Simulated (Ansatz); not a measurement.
ZrPt₃:
Space group Pm-3m (No. 221); a = b = c = 4.0220 Å, α = β = γ = 90.00°

```
atom  site  symmetry       x       y       z
----  ----  --------  ------  ------  ------
Zr      1a      m-3m  0.0000  0.0000  0.0000
Pt      3c    4/mm.m  0.0000  0.5000  0.5000
```

Relaxed with r²SCAN.

**Question.** Which orbitals make up the states near the Fermi level in DFT-r²SCAN in the program Ansatz with PAW potentials?

**Answer.** Within 0.5 eV of the Fermi level: Zr 4d 47 %, Pt 5d 27 %, Pt 6s 12 %, outside the projected shells 13 %. Projections are on Löwdin-orthogonalised atomic valence shells; empty p or d shells of many metals are not among them.

**Question.** Tabulate the density of states.

**Answer.** States/eV per cell of 4 atoms, in 0.25 eV bins, energy from the Fermi level.

```
E (eV)  total  Pt 5d  Zr 4d  Pt 6s
------  -----  -----  -----  -----
-7.85    1.75   0.59   0.17   0.84
-7.60    2.19   0.95   0.29   0.85
-7.35    2.07   1.14   0.34   0.53
-7.10    3.75   2.23   0.54   0.73
-6.85    6.16   4.12   0.77   0.93
-6.60    5.88   4.50   0.59   0.56
-6.35    6.06   5.08   0.48   0.28
-6.10    5.60   4.82   0.43   0.17
-5.85    3.99   3.52   0.29   0.06
-5.60    4.67   4.13   0.31   0.09
-5.35    5.99   5.27   0.45   0.14
-5.10    5.57   4.93   0.38   0.14
-4.85    5.57   4.82   0.35   0.24
-4.60    6.07   5.23   0.35   0.31
-4.35    5.07   4.32   0.27   0.30
-4.10    7.92   6.82   0.61   0.31
-3.85    8.88   7.73   0.74   0.25
-3.60    5.49   4.70   0.44   0.22
-3.35    6.28   5.49   0.47   0.16
-3.10    6.91   6.18   0.40   0.15
-2.85    3.87   3.33   0.26   0.12
-2.60    3.64   2.99   0.31   0.11
-2.35    4.43   3.28   0.52   0.19
-2.10    3.49   2.25   0.57   0.16
-1.85    2.41   1.58   0.38   0.10
-1.60    2.21   1.69   0.21   0.08
-1.35    2.89   2.55   0.14   0.06
-1.10    1.99   1.76   0.09   0.03
-0.85    1.08   0.89   0.07   0.03
-0.60    0.20   0.09   0.04   0.03
-0.35    0.09   0.02   0.02   0.02
-0.10    0.19   0.04   0.06   0.02
0.15     1.09   0.26   0.58   0.08
0.40     4.40   1.27   2.03   0.58
0.65     7.97   2.67   3.69   1.12
0.90     5.06   1.59   2.93   0.33
1.15     6.95   2.40   3.77   0.52
1.40     2.34   0.57   1.43   0.13
1.65     2.14   0.28   1.58   0.12
1.90     1.70   0.22   1.22   0.13
2.15     1.53   0.20   1.05   0.13
2.40     2.00   0.29   1.32   0.13
2.65     1.50   0.21   0.99   0.10
2.90     1.34   0.20   0.88   0.08
3.15     1.15   0.18   0.71   0.07
3.40     1.02   0.16   0.61   0.06
3.65     0.60   0.07   0.29   0.04
3.90     0.54   0.06   0.21   0.03
4.15     0.70   0.07   0.25   0.04
4.40     1.12   0.10   0.36   0.09
4.65     2.78   0.25   0.84   0.37
```

The workflow started from an entry of the Crystallography Open Database (COD). Whether it is the stable phase at ambient conditions was not checked. The r²SCAN relaxation kept the symmetry of its start; its stability against distortions is not shown here. The run is not spin-polarised. Scalar-relativistic: spin–orbit coupling is off unless named, which matters more the heavier the elements.

Potentials: the later of the program's two PAW sets.
